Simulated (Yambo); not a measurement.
Rh$_{2}$S$_{3}$ (corundum, space group R-3c, No. 167), G0W0@PBEsol in Yambo with this input:

```
rim_cut
gw0
dyson
el_el_corr
HF_and_locXC
ppa
em1d
RandQpts= 1000000
RandGvec= 1 Ry
EXXRLvcs= 88 Ry
VXCRLvcs= 352 Ry
Chimod= "HARTREE"
% BndsRnXp
 17 | 323 |
%
NGsBlkXp= 8 Ry
% LongDrXp
 1.0 | 1.0 | 1.0 |
%
PPAPntXp= 27.2114 eV
% GbndRnge
 1 | 323 |
%
GTermKind= "BG"
DysSolver= "n"
ExtendOut
```

On a 2×2×2 mesh, with wavefunctions cut at 88 Ry, the gap (Γ → F) is 1.161 eV and the valence edge shifts by -0.178 eV.

Problem. What happens with this change: 2 Ry block?

Solution. The gap falls by 0.118 eV, to 1.043 eV; the shift of the valence edge becomes 0.203 eV. Neither run is shown to be the converged limit.

Spin-orbit coupling is not included.

Geometry of the Materials Project entry, not relaxed at this level; primitive cell a = 6.295 Å, b = 6.295 Å, c = 6.295 Å, α = 56.77°, β = 56.77°, γ = 56.77°.

The structure is a Materials Project entry; no match was found in the copy of COD used, and its stability was not checked.

A shift is the quasiparticle energy of the state minus its PBEsol energy.
